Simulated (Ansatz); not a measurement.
LiH:
```
LiH
1.0
    0.00000     2.00272     2.00272
    2.00272     0.00000     2.00272
    2.00272     2.00272     0.00000
Li H
1 1
Direct
  0.00000   0.00000   0.00000
  0.50000   0.50000   0.50000
```

Relaxed with r²SCAN.

Q: Give the optical modes at the zone centre with their infrared and Raman activity from DFPT, plane-wave PAW r²SCAN (Ansatz code).

A: Transverse frequencies, without the LO–TO term; a row sums one degenerate level.

```tsv
ω (cm⁻¹)	degeneracy	IR ((D/Å)²/amu)	Raman (Å⁴/amu)	activity	symmetry
605	3	78.72	0	IR	T1u
```

Q: How high does the top mode go among those that the LO–TO term moves?

A: 1124 cm⁻¹ for q along x.

Space group Fm-3m (rock salt). Symmetry was held in the r²SCAN relaxation; phonons on a q-mesh show no instability.

Potentials: the later of the program's two PAW sets.
